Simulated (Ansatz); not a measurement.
Cs2AgBiBr6:
```
CELL_PARAMETERS angstrom
      0.00000     5.67217     5.67217
      5.67217     0.00000     5.67217
      5.67217     5.67217     0.00000
ATOMIC_POSITIONS crystal
  Cs 0.25000 0.25000 0.25000
  Cs 0.75000 0.75000 0.75000
  Ag 0.50000 0.50000 0.50000
  Bi 0.00000 0.00000 0.00000
  Br 0.74817 0.25183 0.25183
  Br 0.25183 0.74817 0.74817
  Br 0.25183 0.74817 0.25183
  Br 0.74817 0.25183 0.74817
  Br 0.25183 0.25183 0.74817
  Br 0.74817 0.74817 0.25183
```

Relaxed with r²SCAN. Special points in fractions of this cell's reciprocal vectors: Γ (0.000, 0.000, 0.000); X (0.500, 0.000, 0.500); U (0.625, 0.250, 0.625); K (0.375, 0.375, 0.750); L (0.500, 0.500, 0.500); W (0.500, 0.250, 0.750).

**Question.** List the band energies nearest the valence-band maximum at these points for DFT-r²SCAN with spin–orbit coupling in the program Ansatz with PAW potentials.

**Answer.** In eV from the valence-band maximum; about four levels below and three above (degenerate sets whole), none deeper than 8.9 eV; points with the same levels are listed once.

```json
[
 {"k": "Γ", "below": "-0.67 -0.67 -0.67 -0.67", "above": "1.49 1.49 3.12 3.12 3.12 3.12"},
 {"k": "X", "below": "-0.68 -0.68 0.00 0.00", "above": "1.96 1.96 3.64 3.64"},
 {"k": "U", "below": "-1.01 -1.01 -0.20 -0.20", "above": "1.96 1.96 3.41 3.41"},
 {"k": "L", "below": "-1.28 -1.28 -1.12 -1.12", "above": "1.38 1.38 3.48 3.48"},
 {"k": "W", "below": "-1.25 -1.25 -0.10 -0.10", "above": "2.03 2.03 3.48 3.48"}
]
```

Space group Fm-3m. The cell was relaxed with r²SCAN under the symmetry of its start. The run is not spin-polarised.

Potentials: the later of the program's two PAW sets.
